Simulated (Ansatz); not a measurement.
This cell of Ga₂O₃ (corundum) is off equilibrium:

```xyz
10
Lattice="2.5288 1.4600 4.5411 -2.5288 1.4600 4.5411 0.0000 -2.9201 4.5411" Properties=species:S:1:pos:R:3 pbc="T T T"
Ga    -0.0404    -0.0531     4.8477
Ga    -0.0404     0.0531     1.9639
Ga     0.0404     0.0531     8.7754
Ga     0.0404    -0.0531    11.6593
O     -0.9856     1.4600     7.9468
O     -0.7421    -1.5840     7.9535
O      1.7867     0.1240     7.9401
O      0.9856    -1.4600     5.6763
O      0.7421     1.5840     5.6696
O     -1.7867    -0.1240     5.6830
```

Calculation: PBE (plane waves to 420 eV, PAW, scalar-relativistic; Ansatz, an electronic-structure program). k mesh 8×8×8 (Γ-centred), Fermi-Dirac smearing 0.05 eV. Stress and pressure are positive under compression. Ga2O3 was relaxed with its symmetry unable to fall.

Question: What forces act on the atoms (eV/Å, Cartesian)?

Answer: 
| atom | Fx | Fy | Fz |
|---|---|---|---|
| Ga1 | 0.526 | 0.642 | 0.008 |
| Ga2 | 0.526 | -0.642 | -0.008 |
| Ga3 | -0.526 | -0.642 | -0.008 |
| Ga4 | -0.526 | 0.642 | 0.008 |
| O5 | -0.020 | 0.000 | 0.000 |
| O6 | -0.095 | -0.038 | -0.017 |
| O7 | -0.095 | 0.038 | 0.017 |
| O8 | 0.020 | 0.000 | 0.000 |
| O9 | 0.095 | 0.038 | 0.017 |
| O10 | 0.095 | -0.038 | -0.017 |

Question: What is the stress tensor (GPa)?

Answer: 
```
   2.88     0.00     0.00
   0.00    -1.96    -0.82
   0.00    -0.82     0.43
```
The pressure, a third of the trace, is 0.45 GPa.

(For displaced atoms, the force is minus the slope of the energy, and its curvature is a force constant, which sets phonon frequencies.)
